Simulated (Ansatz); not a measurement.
The start is a relaxed CdSe cell deformed by the Cartesian strain tensor (xx, yy, zz, yz, xz, xy) = (-0.017, 0.051, -0.110, -0.028, 0.002, -0.035). The structure is fully relaxed (lattice and positions, P = 0) with r2SCAN (plane waves to 500 eV, PAW, scalar-relativistic; Ansatz, a first-principles code). The first steps use a coarse 6×6×2 k-mesh.

Input geometry:
```
CdSe
1.0
    4.26534    -0.15187     0.01085
   -2.26419     4.02535    -0.11064
    0.03539    -0.39641    12.60024
Cd Se
4 4
Direct
  0.00000   0.00000   0.00036
  0.00000   0.00000   0.50036
  0.66667   0.33333   0.75021
  0.33333   0.66667   0.25021
  0.00000   0.00000   0.81265
  0.00000   0.00000   0.31265
  0.66667   0.33333   0.56241
  0.33333   0.66667   0.06241
```

Question: How large is the pressure on the unrelaxed cell, and of which sign?

Answer: +7.9 GPa (positive: the cell is compressed).

Question: How does the volume per atom move from start to end?

Answer: +9.0 %, from 26.48 to 28.86 Å³/atom.

Question: Does it find its way back to the structure it was made from?

Answer: The parent structure is recovered, P6₃mc (No. 186).

Question: How do the shortest distances between atoms change?

Answer: The closest pairs of elements (up to four, under 3.6 Å), start → end: Cd–Se 2.37 → 2.65 Å.

Question: What band gap does the relaxed structure have at this level?

Answer: 1.07 eV, direct at Γ (no spin-orbit coupling).

Final structure:

Space group P6₃mc (No. 186); a = b = 4.3391 Å, c = 14.1575 Å, α = β = 90.00°, γ = 120.00°

```json
[
 {"atom": "Cd", "site": "2a", "symmetry": "3m.", "x": "0.0000", "y": "0.0000", "z": "0.0004"},
 {"atom": "Cd", "site": "2b", "symmetry": "3m.", "x": "0.3333", "y": "0.6667", "z": "0.2502"},
 {"atom": "Se", "site": "2a", "symmetry": "3m.", "x": "0.0000", "y": "0.0000", "z": "0.3127"},
 {"atom": "Se", "site": "2b", "symmetry": "3m.", "x": "0.3333", "y": "0.6667", "z": "0.0624"}
]
```

Final values are on a 9×9×3 k-mesh of the relaxed cell. No spin polarisation in the result.

The first start was generated by placing the elements on the sites of a structure type. A measured structure of CdSe has the same space group, P6₃mc (No. 186); the sites were not compared with it.
